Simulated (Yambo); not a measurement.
```
CELL_PARAMETERS angstrom
     -2.62333     4.77675     4.44168
      2.62333    -4.77675     4.44168
      2.62333     4.77675    -4.44168
ATOMIC_POSITIONS crystal
  O  0.13069 0.88069 0.25000
  O  0.86931 0.11931 0.75000
  O  0.79318 0.50000 0.79318
  O  0.20682 0.50000 0.20682
  O  0.20682 0.00000 0.70682
  O  0.79318 0.00000 0.29318
  O  0.00000 0.00000 0.00000
  O  0.50000 0.00000 0.50000
  Si 0.92954 0.84494 0.08460
  Si 0.07046 0.15506 0.91540
  Si 0.26034 0.84494 0.41540
  Si 0.73966 0.15506 0.58460
```

Response from Yambo on PBEsol (Quantum ESPRESSO, PseudoDojo norm-conserving, 84 Ry, no spin-orbit coupling) bands: 4×4×4 mesh, 162 bands, 3 Ry local-field block, 0.2 eV broadening.

Question: Give the static electronic dielectric constant without and with local fields along each axis.

Answer: 
```
field along  ε(0), independent particles  ε(0), RPA with local fields  refractive index √ε
-----------  ---------------------------  ---------------------------  -------------------
x                                   2.05                         1.93                 1.39
y                                   2.05                         1.87                 1.37
z                                   2.05                         1.90                 1.38
```
Electronic (clamped-ion) response only. PBEsol gaps are usually too small, which raises these values. Convergence of the RPA response with its 4×4×4 mesh was not tested. x, y and z are Cartesian axes of the cell as given.

Geometry of the Materials Project entry, not relaxed at this level.

This is not the ordinary phase of the substance; no match was found in the copy of COD used, and its stability was not checked.
